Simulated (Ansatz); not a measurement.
Calculation for Sc (hcp type): DFT, PBE, all-electron PAW with datasets made for the crystal, scalar-relativistic (Ansatz 0.2.0). This run: volume at 0.45 of the series' base cell.

The base cell comes from a relaxation on PAW files under the same functional.

Command: `ansatz run input.yaml --threads 1 --pin off --max-ram 2048MiB --backend cpu --events-out ev --progress --plain --runs-dir out` It took 5.1 s on 1 thread of Intel(R) Xeon(R) 6975P-C (Granite Rapids) (shared host), peak memory 0.46 GiB.

```yaml
crystal:
  lattice:
    - [2.4831753787, 0.0, 0.0]
    - [-1.2415876894, 2.15049296, 0.0]
    - [0.0, 0.0, 4.1634771984]
  atoms:
    - { symbol: Sc, position: [0.3333333333, 0.6666666667, 0.25] }
    - { symbol: Sc, position: [0.6666666667, 0.3333333333, 0.75] }
kpoints:
  mp_grid: { grid: [13, 13, 7] }
scf:
  occupations: { method: fermi_dirac, width: 0.08 }
hamiltonian:
  xc: pbe
  pseudopotentials: { kind: all_electron, datasets: crystal }
output:
  forces: true
  stress: true
  eigenvalues: true
```

Output:

```
hamiltonian.pseudopotentials.datasets: crystal makes datasets for this crystal and solves the spheres of its atoms anew in each pass: cutoff 300.0 eV, the density's 1200.0 eV; for an error of 0.50 meV an atom under PBE, 1.0 meV for the cell; an energy difference from a run of another recipe may be off by several times the error for the cell, under r2SCAN by more, where some 0.1 meV an atom stays at smaller errors; Sc in spheres of 1.238 Å, 11 of its electrons in bands
band count auto-derived: 21 (N_el = 22.0; filled up to band 11; 15 by the electrons, moments and atoms)
Engine: ansatz 0.2.0
Pseudopotentials: kind: all_electron
Pseudopotential: Sc, paw, valence charge 11, recommended cutoff 300 eV (normal), crystal/all_electron/pbe/scalar/gaussian/Sc, Koelling and Harmon's equation, gaussian nucleus
Functional definition: PBE
  parameter kappa = 0.804
  parameter beta = 0.06672455060314922
  exchange = pbe_x(kappa = kappa, mu = beta*pi^2/3)
  correlation = pbe_c(beta = beta)
Crystal: 2 atoms, lattice volume = 22.233 Å³
Basis set: ecut = 300 eV, 251 PW (Γ), exchange–correlation on 30×30×48 points (8 copies of the dense FFT grid, shifted against one another)
Bands: 21, of which v1, the nominal top of the filled ones, is band 11 counted from 1 (10 counted from 0)
Symmetry: 24 space group operations
Space group: P63/mmc (ITA 194), of the structure as read, at distance tolerance 2.8e-5 Å
k-points: 84 of 1183
Non-local potential: Sc, projectors of the file, l = 0: 3, l = 1: 2, l = 2: 2
PAW form: soft (Blöchl's): semilocal exchange-correlation on the pseudo side does not see the compensation charge
PAW one-centre angular grid: Sc, 590 points (default); XC on its mesh's 1923 points in the sphere
Initial density: superposition of atomic densities (neutral atoms: chi_scale 0, normalization atom)
Initial wavefunctions: pseudopotential atomic-orbital guess
Functional: x = pbe(κ = 0.804, μ = 0.2195149727645171), c = pbe(β = 0.06672455060314922)
iter 1 solved again at ethr=2.66e-4 eV; its pass at ethr=1.00e-1 eV (dr2=5.86e-2 eV) is discarded
SCF iter   1: F=—  HF=-41584.312690 eV  |F-HF|=—  |Δ(HF+E_count)|=         —  Δρ=1.88e-2  dr2=6.11e-2  ethr=2.66e-4  ⟨swp⟩=3.8  Hψ=10149  notcnv=0
preconditioner: auto → none  [metal: Δε(μ)=0.011 eV  Ē_g=24.978 eV  σ=0.080 eV  W_gap=0.03  n_scr=2 (ndim 8)  ℏωp=33.4 eV  f_vac=0.000  D(μ)=1.59/eV (n_scr^D=22)  sad-step TF]
SCF iter   2: F=—  HF=-41584.308016 eV  |F-HF|=—  |Δ(HF+E_count)|=   4.67e-3  Δρ=9.63e-3  dr2=8.88e-3  ethr=2.66e-4  ⟨swp⟩=3.1  Hψ=3971  notcnv=0
iter 3 solved again at ethr=7.28e-7 eV; its pass at ethr=4.04e-5 eV (dr2=1.60e-4 eV) is discarded
SCF iter   3: F=—  HF=-41584.414758 eV  |F-HF|=—  |Δ(HF+E_count)|=   1.07e-1  Δρ=1.28e-3  dr2=1.47e-4  ethr=7.28e-7  ⟨swp⟩=2.8  Hψ=8165  notcnv=0
SCF iter   4: F=—  HF=-41584.415936 eV  |F-HF|=—  |Δ(HF+E_count)|=   1.18e-3  Δρ=1.63e-3  dr2=3.93e-4  ethr=6.70e-7  ⟨swp⟩=3.9  Hψ=3934  notcnv=0
SCF iter   5: F=—  HF=-41584.416079 eV  |F-HF|=—  |Δ(HF+E_count)|=   1.43e-4  Δρ=7.28e-4  dr2=8.89e-5  ethr=6.70e-7  ⟨swp⟩=3.0  Hψ=4854  notcnv=0
SCF iter   6: F=—  HF=-41584.416029 eV  |F-HF|=—  |Δ(HF+E_count)|=   4.96e-5  Δρ=1.94e-4  dr2=6.66e-6  ethr=4.04e-7  ⟨swp⟩=3.0  Hψ=3653  notcnv=0
SCF iter   7: F=—  HF=-41584.416025 eV  |F-HF|=—  |Δ(HF+E_count)|=   4.48e-6  Δρ=3.62e-5  dr2=2.33e-7  ethr=3.03e-8  ⟨swp⟩=3.0  Hψ=3355  notcnv=0
SCF iter   8: F=-41584.416025 eV  HF=-41584.416025 eV  |F-HF|=2.31e-9  |Δ(HF+E_count)|=   1.58e-7  Δρ=2.95e-6  dr2=1.58e-9  ethr=1.06e-9  ⟨swp⟩=3.0  Hψ=3531  notcnv=0
SCF 1 converged in 8 iterations: F = -41584.416020 eV  dr2 = 1.58e-9
  Residual-converged pass: ⟨swp⟩=3.3  Hψ=3299  notcnv=0  max |occ|·‖R‖ = 5.3e-6 eV (tolerance 5.3e-6 eV)  dr2=1.55e-9  dr2_onsite=1.71e-9  max |Δocc| = 7.7e-10
  greatest PAW one-centre occupation: 0.994 electrons in one spin orbital (limit 2), on the Sc atom at site 1 (counted from 0), in its partial waves of l = 0
SCF converged after 8 iterations
Free energy (F): -41584.416020 eV
Harris-Foulkes:  -41584.416020 eV  (|F-HF|=2.31e-9)
Internal energy: -41584.381380 eV  (E = F + TS)
E sigma→0 (E₀):  -41584.398700 eV
Entropy (-TS):   -0.034640 eV (-17.320 meV/atom)
Past the cutoff: the bands carry plane waves up to 1.75 times it, of which those up to 1.5 times it add -0.000512 eV an atom, each by itself; the spheres take 0.000155 eV an atom off the energy for waves past 1.75 times it
By the cutoff:   a pressure is off by up to 0.007 GPa (1.2 times the spheres' own share and the shells' term, over an atom's volume, and 0.004 GPa: a bound that held against runs at twice the plane waves)
Past the cutoffs: a stress includes 0.0022 GPa for waves and charges beyond them, in addition to the slope of what the spheres take
In the spheres:  the bands' charges fall short by 4.2e-7 e at most (sound up to 1e-3)
Fermi energy:    22.973785 eV
--- Per-component energies (eV) ---
  E_band       = -14.985096
  E_kinetic    = 371.751291
  E_local      = -658.024821  (includes V_loc(G=0)·N_el)
  E_nonlocal   = 65.896119
  E_hartree    = 401.723187
  E_xc         = -148.078065
  E_vxc        = -193.145791  (∫ρ·V_xc dr)
  E_paw        = -42012.592665  (= ΣΔE_a)
  E_vpaw       = -3054.420606  (= ΣTr[D̂ρ^β])
  E_ewald      = -2254.570360
  E_smearing   = -0.034640  (= −TS)
  E_closure    = 2649.513936  (closes the sum)
  Σ components = -41584.416020   (vs F -41584.416020, Δ=0.00e0)
  The terms above E_closure are by the made datasets' own strengths, without shells solved beside the bands.
--- Forces (eV/Å), atoms counted from 1 ---
  atom   1  Sc    -0.00000000     0.00000000     0.00000000
  atom   2  Sc     0.00000000    -0.00000000     0.00000000
  max |Σ_I F_I| component: 0.00e0 eV/Å
--- Stress (GPa, compression-positive) ---
      128.925956      -0.000000       0.000000
       -0.000000     128.925956       0.000000
        0.000000       0.000000     129.446888
  P = ⅓ Tr σ = 129.0996 GPa (1290.996 kbar)
--- Band table (eV; the first three rows and the last of 84) ---
  k-point 0: bands = ["-25.8475", "-24.7730", "-5.9723", "-2.3820", "-2.3820", "-2.1271", "-1.9883", "-1.9883", "18.4870", "20.2431", "24.7637", "25.2315", "25.2315", "26.1988", "26.1988", "27.5939", "27.6363", "27.6363", "30.4434"]
  k-point 1: bands = ["-25.7993", "-24.8320", "-5.7980", "-2.3628", "-2.3628", "-2.3421", "-2.0082", "-2.0082", "18.7769", "20.3404", "24.6108", "25.1572", "25.1572", "26.0492", "26.0492", "27.0874", "27.9261", "27.9261", "30.4678"]
  k-point 2: bands = ["-25.6616", "-24.9935", "-5.3039", "-2.9253", "-2.3090", "-2.3090", "-2.0636", "-2.0636", "19.5358", "20.5803", "24.2617", "25.0682", "25.0682", "25.7042", "25.7042", "25.8925", "28.6156", "28.6156", "30.4088"]
  k-point 83: bands = ["-24.3861", "-24.3619", "-5.1874", "-5.1826", "-4.4975", "-4.2659", "-2.7899", "-2.7209", "21.4023", "21.7495", "22.4664", "22.7164", "24.8328", "25.0302", "26.8212", "27.2388", "30.5450", "30.8474", "36.8601"]
```

Next run (volume at 0.4 of the series' base cell), as changes to the input before:

```diff
   lattice:
-    - [2.4831753787, 0.0, 0.0]
-    - [-1.2415876894, 2.15049296, 0.0]
-    - [0.0, 0.0, 4.1634771984]
+    - [2.3645949432, 0.0, 0.0]
+    - [-1.1822974717, 2.0477992905, 0.0]
+    - [0.0, 0.0, 4.0813603591]
   atoms:
```

Results part of the output:

```
SCF 1 converged in 8 iterations: F = -41582.138847 eV  dr2 = 3.07e-8
  Residual-converged pass: ⟨swp⟩=3.7  Hψ=3585  notcnv=0  max |occ|·‖R‖ = 5.3e-6 eV (tolerance 5.3e-6 eV)  dr2=3.03e-8  dr2_onsite=2.13e-8  max |Δocc| = 7.4e-10
  greatest PAW one-centre occupation: 0.991 electrons in one spin orbital (limit 2), on the Sc atom at site 1 (counted from 0), in its partial waves of l = 0
SCF converged after 8 iterations
Free energy (F): -41582.138847 eV
Harris-Foulkes:  -41582.138847 eV  (|F-HF|=3.47e-8)
Internal energy: -41582.106151 eV  (E = F + TS)
E sigma→0 (E₀):  -41582.122499 eV
Entropy (-TS):   -0.032696 eV (-16.348 meV/atom)
Past the cutoff: the bands carry plane waves up to 1.75 times it, of which those up to 1.5 times it add -0.000460 eV an atom, each by itself; the spheres take 0.000081 eV an atom off the energy for waves past 1.75 times it
By the cutoff:   a pressure is off by up to 0.006 GPa (1.2 times the spheres' own share and the shells' term, over an atom's volume, and 0.004 GPa: a bound that held against runs at twice the plane waves)
Past the cutoffs: a stress includes 0.0037 GPa for waves and charges beyond them, in addition to the slope of what the spheres take
In the spheres:  the bands' charges fall short by 7.5e-8 e at most (sound up to 1e-3)
Fermi energy:    25.861116 eV
--- Per-component energies (eV) ---
  E_band       = 46.659137
  E_kinetic    = 466.522734
  E_local      = -572.873935  (includes V_loc(G=0)·N_el)
  E_nonlocal   = 14.233887
  E_hartree    = 375.496434
  E_xc         = -180.963259
  E_vxc        = -236.098135  (∫ρ·V_xc dr)
  E_paw        = -41950.863923  (= ΣΔE_a)
  E_vpaw       = -2986.490953  (= ΣTr[D̂ρ^β])
  E_ewald      = -2344.037625
  E_smearing   = -0.032696  (= −TS)
  E_closure    = 2610.379536  (closes the sum)
  Σ components = -41582.138847   (vs F -41582.138847, Δ=0.00e0)
  The terms above E_closure are by the made datasets' own strengths, without shells solved beside the bands.
--- Forces (eV/Å), atoms counted from 1 ---
  atom   1  Sc     0.00000000    -0.00000000     0.00000000
  atom   2  Sc    -0.00000000     0.00000000     0.00000000
  max |Σ_I F_I| component: 3.70e-17 eV/Å
--- Stress (GPa, compression-positive) ---
      168.550164      -0.000000       0.000000
       -0.000000     168.550164       0.000000
        0.000000       0.000000     168.634151
  P = ⅓ Tr σ = 168.5782 GPa (1685.782 kbar)
--- Band table (eV; the first three rows and the last of 84) ---
  k-point 0: bands = ["-23.4783", "-22.0784", "-3.8144", "0.9966", "0.9966", "1.0273", "1.4415", "1.4415", "22.1586", "23.1961", "27.1254", "28.1392", "28.1392", "29.1285", "29.1285", "31.0666", "31.0666", "31.5391", "34.0005"]
  k-point 1: bands = ["-23.4171", "-22.1577", "-3.5950", "0.7529", "1.0182", "1.0182", "1.4191", "1.4191", "22.4946", "23.3112", "26.9839", "28.0794", "28.0794", "28.9864", "28.9864", "30.9860", "31.3500", "31.3500", "34.0106"]
  k-point 2: bands = ["-23.2419", "-22.3731", "-2.9745", "0.0129", "1.0790", "1.0790", "1.3563", "1.3563", "23.3410", "23.6268", "26.6984", "28.0101", "28.0101", "28.6534", "28.6534", "29.6237", "32.0425", "32.0425", "33.9203"]
  k-point 83: bands = ["-21.3454", "-21.3125", "-2.8198", "-2.8145", "-1.9937", "-1.7273", "0.2255", "0.3168", "23.9401", "24.2866", "25.1075", "25.6629", "28.1508", "28.3890", "30.0376", "30.3228", "34.1063", "34.4667", "41.6719"]
```

The structure type is held throughout; the real material can change phase at far lower pressure.
